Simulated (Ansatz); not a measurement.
input.yaml

```yaml
crystal:
  lattice:
    - [-1.6069, 1.6069, 3.91495]
    - [1.6069, -1.6069, 3.91495]
    - [1.6069, 1.6069, -3.91495]
  atoms:
    - { symbol: Si, position: [0.3347, 0.3347, 0.0] }
    - { symbol: Si, position: [0.6653, 0.6653, 0.0] }
    - { symbol: W, position: [0.0, 0.0, 0.0] }
basis:
  ecutwfc: 420
kpoints:
  mp_grid: { grid: [18, 18, 18] }
hamiltonian:
  xc: pbe
scf:
  occupations: { method: gaussian, width: 0.1 }
output:
  forces: true
  stress: true
  eigenvalues: true
relax:
  adjacent_minimum: "off"
  f_tol: 0.01
  max_steps: 40
```

Command:
```bash
ansatz run input.yaml --threads 1 --pin off --max-ram 2560MiB --backend cpu --events-out ev --progress --plain --runs-dir out
```

Method: Ansatz 0.2.0, DFT PBE, scalar-relativistic, plane waves, PAW.

Abridged output:

```
Warning: output.stress: scf.convergence.dr2_threshold = 1e-7 eV (the SCF's general default) is looser than the 3e-10 eV advised for a printed stress (1e-10 eV for each atom of the cell: 3). ...
Pseudopotentials: kind: paw
Pseudopotential: Si, paw, valence charge 4, recommended cutoff 420 eV (normal)
Pseudopotential: W, paw, valence charge 14, recommended cutoff 420 eV (normal)
Functional definition: PBE
Crystal: 3 atoms, lattice volume = 40.436 Å³
Basis set: ecut = 420 eV, 793 PW (Γ), exchange–correlation on 64×64×64 points (8 copies of the dense FFT grid, shifted against one another)
Bands: 15, of which v1, the nominal top of the filled ones, is band 11 counted from 1 (10 counted from 0)
Symmetry: 16 space group operations
Space group: I4/mmm (ITA 139), of the structure as read, at distance tolerance 3.4e-5 Å
k-points: 480 of 5832
Initial density: superposition of atomic densities (neutral atoms: chi_scale 0, normalization atom), corrected by the library's trained network
Initial wavefunctions: pseudopotential atomic-orbital guess
Functional: x = pbe(κ = 0.804, μ = 0.21951497), c = pbe(β = 0.06672455)
SCF iter   1: F=—  HF=-11657.455411 eV  |F-HF|=—  |Δ(HF+E_count)|=         —  Δρ=3.45e-3  dr2=1.98e-3  ethr=1.77e-3  ⟨swp⟩=5.0  Hψ=41582  notcnv=0
SCF iter   2: F=—  HF=-11657.455741 eV  |F-HF|=—  |Δ(HF+E_count)|=   3.29e-4  Δρ=1.98e-3  dr2=7.81e-4  ethr=9.02e-6  ⟨swp⟩=1.1  Hψ=11090  notcnv=0
SCF iter   3: F=—  HF=-11657.455848 eV  |F-HF|=—  |Δ(HF+E_count)|=   1.07e-4  Δρ=1.96e-4  dr2=1.95e-5  ethr=3.55e-6  ⟨swp⟩=2.6  Hψ=10393  notcnv=0
SCF iter   4: F=-11657.455844 eV  HF=-11657.455845 eV  |F-HF|=3.33e-7  |Δ(HF+E_count)|=   3.50e-6  Δρ=8.46e-5  dr2=1.95e-6  ethr=8.85e-8  ⟨swp⟩=2.5  Hψ=10078  notcnv=0
SCF iter   5: F=-11657.455845 eV  HF=-11657.455845 eV  |F-HF|=6.17e-8  |Δ(HF+E_count)|=   2.40e-8  Δρ=1.36e-5  dr2=1.05e-7  ethr=8.85e-9  ⟨swp⟩=2.0  Hψ=10028  notcnv=0
SCF iter   6: F=-11657.455845 eV  HF=-11657.455845 eV  |F-HF|=1.33e-9  |Δ(HF+E_count)|=   1.13e-8  Δρ=2.68e-6  dr2=3.10e-9  ethr=4.75e-10  ⟨swp⟩=1.5  Hψ=20029  notcnv=0
SCF 1 converged in 6 iterations: F = -11657.455845 eV  dr2 = 3.10e-9
relax step   1: F+E_penalty+E_count = -11657.45584479 eV  Δ(F+E_penalty+E_count) = +0.000e0 eV  max|allowed force component| = 5.982e-2 eV/Å  Δτ_max = 0.0000 Å  (6 SCF iters, dr2 threshold 2.50e-6 eV, accepted)
Initial density: handed on by an earlier stage of this run
Initial wavefunctions: those handed on with the density
SCF iter   1: F=—  HF=-11657.456016 eV  |F-HF|=—  |Δ(HF+E_count)|=         —  Δρ=2.00e-4  dr2=3.18e-5  ethr=1.42e-7  ⟨swp⟩=2.0  Hψ=28130  notcnv=0
SCF iter   2: F=—  HF=-11657.456017 eV  |F-HF|=—  |Δ(HF+E_count)|=   5.94e-7  Δρ=1.14e-4  dr2=1.03e-5  ethr=1.42e-7  ⟨swp⟩=1.0  Hψ=7248  notcnv=0
SCF iter   3: F=—  HF=-11657.456014 eV  |F-HF|=—  |Δ(HF+E_count)|=   3.05e-6  Δρ=1.91e-5  dr2=3.44e-7  ethr=4.66e-8  ⟨swp⟩=2.1  Hψ=9772  notcnv=0
SCF iter   4: F=-11657.456014 eV  HF=-11657.456014 eV  |F-HF|=9.90e-10  |Δ(HF+E_count)|=   9.66e-8  Δρ=4.41e-6  dr2=5.06e-9  ethr=1.02e-9  ⟨swp⟩=5.2  Hψ=28096  notcnv=0
SCF 2 converged in 4 iterations: F = -11657.456014 eV  dr2 = 5.06e-9
relax step   2: F+E_penalty+E_count = -11657.45601368 eV  Δ(F+E_penalty+E_count) = -1.689e-4 eV  max|allowed force component| = 7.023e-3 eV/Å  Δτ_max = 0.0025 Å  (4 SCF iters, dr2 threshold 2.24e-7 eV, accepted)
SCF iter   1: F=—  HF=-11657.456007 eV  |F-HF|=—  |Δ(HF+E_count)|=         —  Δρ=4.44e-6  dr2=5.06e-9  ethr=2.30e-11  ⟨swp⟩=1.0  Hψ=25980  notcnv=0
SCF iter   2: F=-11657.456014 eV  HF=-11657.456014 eV  |F-HF|=4.37e-10  |Δ(HF+E_count)|=   6.50e-6  Δρ=2.77e-6  dr2=2.22e-9  ethr=2.30e-11  ⟨swp⟩=3.0  Hψ=17593  notcnv=0
SCF 3 converged in 2 iterations: F = -11657.456014 eV  dr2 = 2.22e-9
relax step   3: F+E_penalty+E_count = -11657.45601368 eV  Δ(F+E_penalty+E_count) = -2.674e-10 eV  max|allowed force component| = 7.020e-3 eV/Å  Δτ_max = 0.0000 Å  (2 SCF iters, accepted)
SCF converged after 2 iterations
Free energy (F): -11657.456014 eV
Harris-Foulkes:  -11657.456014 eV  (|F-HF|=4.37e-10)
Internal energy: -11657.455132 eV  (E = F + TS)
E sigma→0 (E₀):  -11657.455573 eV
Entropy (-TS):   -0.000882 eV (-0.294 meV/atom)
Fermi energy:    16.751221 eV
--- Per-component energies (eV) ---
  E_band       = -80.196492
  E_kinetic    = 541.567477
  E_local      = -946.165236  (includes V_loc(G=0)·N_el)
  E_nonlocal   = 50.690630
  E_hartree    = 371.551481
  E_xc         = -382.060745
  E_vxc        = -338.767914  (∫ρ·V_xc dr)
  E_paw        = -9588.364216  (= ΣΔE_a)
  E_vpaw       = -130.624337  (= ΣTr[D̂ρ^β])
  E_aug_tail   = -0.000067  (compensation charges beyond the density's cutoff)
  E_ewald      = -1704.674454
  E_smearing   = -0.000882  (= −TS)
--- Forces (eV/Å), atoms counted from 1 ---
  atom   1  Si     0.00000000     0.00000000    -0.00702024
  atom   2  Si     0.00000000     0.00000000     0.00702024
  atom   3  W      0.00000000     0.00000000     0.00000000
--- Stress (GPa, compression-positive) ---
        3.075818       0.000000       0.000000
        0.000000       3.075818       0.000000
        0.000000       0.000000       3.521869
  P = ⅓ Tr σ = 3.2245 GPa (32.245 kbar)
--- Band table (eV; the first three rows and the last of 480) ---
  k-point 0: bands = ["-57.0317", "-21.3350", "-21.3085", "-21.3085", "2.6698", "9.9020", "13.0113", "13.4316", "13.8967", "13.8967", "17.3668", "19.4866", "19.6717", "19.8385", "19.8385"]
  k-point 1: bands = ["-57.0313", "-21.3337", "-21.3150", "-21.3142", "2.7701", "9.9937", "12.6525", "13.4536", "13.6346", "14.2722", "16.8538", "19.3375", "19.9140", "19.9385", "19.9810"]
  k-point 2: bands = ["-57.0300", "-21.3333", "-21.3304", "-21.3302", "3.0665", "10.2532", "12.1269", "13.0095", "13.5237", "14.7826", "15.7452", "19.1361", "20.1123", "20.1510", "20.6027"]
  k-point 479: bands = ["-57.0316", "-21.3522", "-21.3098", "-21.3098", "4.9321", "5.7363", "12.9104", "14.1593", "15.9009", "15.9009", "16.2485", "16.2485", "17.5453", "21.2489", "21.6431"]
--- Relaxed structure (3 steps of the walk, 3 accepted, 0 SCFs on fresh bases) ---
  F+E_penalty+E_count = -11657.45601368 eV   max|allowed force component| = 7.020e-3 eV/Å
  atoms:
    - { symbol: Si, position: [0.33437699, 0.33437699, 0.0] }
    - { symbol: Si, position: [0.66562300, 0.66562300, 0.0] }
    - { symbol: W, position: [0.0, 0.0, 0.0] }
```

The relaxation met its thresholds.

Time: 12 s on 1 thread of AMD EPYC 9R45 96-Core Processor (Zen 5) (shared host), peak memory 0.62 GiB.

Spin–orbit coupling is left out, which can shift energies with elements as heavy as these.